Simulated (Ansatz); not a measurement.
**Cs₂AgBiBr₆: from a starting cell to a relaxed one**

The start is a generated cell, Cs2AgBiBr6 built in the double-perovskite structure type. The cell and all atomic positions are relaxed at zero pressure with r2SCAN (plane waves to 500 eV, PAW, scalar-relativistic; Ansatz, a quantum-chemistry and plane-wave program).

Ansatz input:
Ansatz 0.2 input:
```yaml
crystal:
  lattice:
    - [0, 5.625, 5.625]
    - [5.625, 0, 5.625]
    - [5.625, 5.625, 0]
  atoms:
    - { symbol: Cs, position: [0.25, 0.25, 0.25] }
    - { symbol: Cs, position: [0.75, 0.75, 0.75] }
    - { symbol: Ag, position: [0.5, 0.5, 0.5] }
    - { symbol: Bi, position: [0, 0, 0] }
    - { symbol: Br, position: [0.7491, 0.2509, 0.2509] }
    - { symbol: Br, position: [0.2509, 0.7491, 0.7491] }
    - { symbol: Br, position: [0.2509, 0.7491, 0.2509] }
    - { symbol: Br, position: [0.7491, 0.2509, 0.7491] }
    - { symbol: Br, position: [0.2509, 0.2509, 0.7491] }
    - { symbol: Br, position: [0.7491, 0.7491, 0.2509] }
basis: { ecutwfc: 500, ecutrho_ratio: 4, xc_grid: 4, fft_grid_basis: typed }
kpoints: { mp_grid: { grid: [5, 5, 5] } }
hamiltonian:
  xc: r2scan
  dispersion: none
  pseudopotentials: { kind: paw }
scf: { occupations: { method: fermi_dirac, width: 0.05 } }
relax: { f_tol: 0.01, max_steps: 100, cell: { stress_tol: 0.02 } }
output: { forces: true, stress: true }
```

- Initial pressure: +0.8 GPa (positive: the cell is compressed)
- Largest initial force: 0.18 eV/Å, on Br5, Br6, Br7, Br8, Br9, Br10 (atoms numbered as listed)
- Outcome: The space group stays Fm-3m (No. 225) (the run could not lower it), with 10 atoms in the primitive cell
- Energy released: 0.003 eV/atom
- Band gap at the end: 1.67 eV, indirect (valence top at X, conduction bottom at L) (no spin-orbit coupling)
- Optimiser moves: 3

Relaxed structure:

Space group Fm-3m (No. 225); a = 11.3408 Å, b = 11.3408 Å, c = 11.3408 Å, α = 90.00°, β = 90.00°, γ = 90.00°

| atom | site | symmetry | x | y | z |
|---|---|---|---|---|---|
| Cs | 8c | -43m | 0.2500 | 0.2500 | 0.2500 |
| Ag | 4b | m-3m | 0.5000 | 0.5000 | 0.5000 |
| Bi | 4a | m-3m | 0.0000 | 0.0000 | 0.0000 |
| Br | 24e | 4m.m | 0.0000 | 0.0000 | 0.2519 |
(The calculation used a cell of 10 atoms; values per cell refer to that cell.)

No spin polarisation in the result. Without spin-orbit coupling the bands of the heavy element are not split, so the gap can be far off.

The run could not lose the symmetry of its start.

The first start was generated by placing the elements on the sites of a structure type. A measured structure of Cs2AgBiBr6 has the same space group, Fm-3m (No. 225); the sites were not compared with it.
